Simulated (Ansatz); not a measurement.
Frames from the relaxation of a relaxed GaPt cell, doubled along one cell vector, shaken by Gaussian noise of σ = 0.08 Å a coordinate, as extended XYZ (Å, eV, eV/Å, GPa with compression positive). The numbers are results of PBE (plane waves to 420 eV, PAW, scalar-relativistic; Ansatz, a first-principles code), not measurements. Γ-centred k-mesh 11×11×6 on the run's cell (coarser than for final values), Fermi–Dirac smearing 0.05 eV.

```xyz
4
Lattice="0.0000 2.5840 2.5840 2.5840 0.0000 2.5840 5.1680 5.1680 0.0000" Properties=species:S:1:pos:R:3:forces:R:3 pbc="T T T" step=1 free_energy=-32613.268 pressure=3.4 accepted=T
Ga    -0.0881     0.1318     0.0067    0.2756   -0.9421   -0.0069
Ga     2.5212     2.7215     0.0344    0.6908   -1.0493   -0.0778
Pt     2.6865     2.5228     2.6150   -0.6708    0.8995    0.0389
Pt     5.1446     5.1074     2.5651   -0.2956    1.0919    0.0459
4
Lattice="0.0119 2.5943 2.5796 2.5904 0.0085 2.5830 5.2061 5.2208 -0.0083" Properties=species:S:1:pos:R:3:forces:R:3 pbc="T T T" step=2 free_energy=-32613.428 pressure=0.3 accepted=T
Ga    -0.0671     0.0941     0.0104    0.2347   -0.4433   -0.0154
Ga     2.5653     2.7116     0.0205    0.2679   -0.4968   -0.0416
Pt     2.6669     2.5783     2.6105   -0.3500    0.4405    0.0006
Pt     5.1751     5.1979     2.5618   -0.1526    0.4996    0.0565
4
Lattice="0.0094 2.5666 2.5685 2.5708 0.0057 2.5723 5.1726 5.1717 -0.0196" Properties=species:S:1:pos:R:3:forces:R:3 pbc="T T T" step=3 free_energy=-32613.505 pressure=1.6 accepted=T
Ga    -0.0174     0.0375     0.0121   -0.0034   -0.0094    0.0092
Ga     2.5684     2.6242     0.0042    0.0021   -0.0141   -0.0068
Pt     2.5663     2.6141     2.5796   -0.0013    0.0125   -0.0035
Pt     5.1510     5.2005     2.5682    0.0026    0.0110    0.0010
```

The path has 12 moves and ends in Fm-3m (No. 225) (rock salt type), 0.06 eV/atom below its start. Free energies are of the whole cell and compare only within this code, potentials and settings.  No spin polarisation in the result.

The end of the path is a generated cell of GaPt: the first start was made by placing the elements on the sites of a structure type, and the end was not matched to a known phase here, so it may be hypothetical.
